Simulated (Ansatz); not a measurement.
The start is a generated trial cell of Cr2N in the AFLOW prototype AB2_oI6_71_a_g (as in MoPt2). A full variable-cell relaxation at zero pressure is run with PBE (plane waves to 420 eV, PAW, scalar-relativistic; Ansatz, a program for electronic structure). The first steps use a coarse 12×12×12 k-mesh.

Initial structure:
```yaml
crystal:
  lattice:
    - [-1.18612, 1.68916, 3.55835]
    - [1.18612, -1.68916, 3.55835]
    - [1.18612, 1.68916, -3.55835]
  atoms:
    - { symbol: N, position: [0.00000, 0.00000, 0.00000] }
    - { symbol: Cr, position: [0.64667, 0.64667, 0.00000] }
    - { symbol: Cr, position: [0.35333, 0.35333, 0.00000] }
```
Spin-polarised start, with parallel moments on Cr.

How large is the pressure on the unrelaxed cell, and of which sign?

+4 GPa (positive: the cell is compressed).

Which atoms feel the largest initial force, and how large is it?

About 0.4 eV/Å, on Cr2, Cr3 (atoms numbered as listed).

What symmetry does the relaxed structure have?

The space group goes from Immm (No. 71) to I4/mmm (No. 139), with 3 atoms in the primitive cell.

By how much does the energy per atom fall from start to end?

0.85 eV/atom.

How does the volume change?

-3.8 %, from 9.51 to 9.15 Å³/atom.

How do the shortest distances between atoms change?

The closest pairs of elements (up to four, under 3.6 Å), start → end: Cr–Cr 2.09 → 2.37 Å; Cr–N 2.31 → 2.13 Å; N–N 2.37 → 2.51 Å.

What magnetic moments remain?

Zero (the starting moments vanished).

Give the final cell and atomic positions.


```cif
data_Cr4N2
_chemical_formula_sum 'N2 Cr4'
_space_group_name_H-M_alt 'I4/mmm'
_space_group_IT_number 139
_space_group_name_Hall '-I 4 2'
_cell_length_a 2.50537
_cell_length_b 2.50537
_cell_length_c 8.74489
_cell_angle_alpha 90.000
_cell_angle_beta 90.000
_cell_angle_gamma 90.000
loop_
_atom_site_label
_atom_site_type_symbol
_atom_site_symmetry_multiplicity
_atom_site_Wyckoff_symbol
_atom_site_fract_x
_atom_site_fract_y
_atom_site_fract_z
_atom_site_occupancy
N1 N 2 a 0.00000 0.00000 0.00000 1
Cr1 Cr 4 e 0.00000 0.00000 0.36475 1
```
(The calculation used a cell of 3 atoms; values per cell refer to that cell.)

Final values are on a 20×20×20 k-mesh of the relaxed cell. No spin polarisation in the result: the starting moments vanished. The relaxed primitive cell holds an odd number of electrons. A magnetic state may lie lower.

The run could not lose the symmetry of its start: the end is stationary, and may be a saddle point rather than a minimum.

The relaxed structure here is a generated cell of Cr2N: the first start was made by placing the elements on the sites of a structure type, and the end was not matched to a known phase here, so it may be hypothetical.
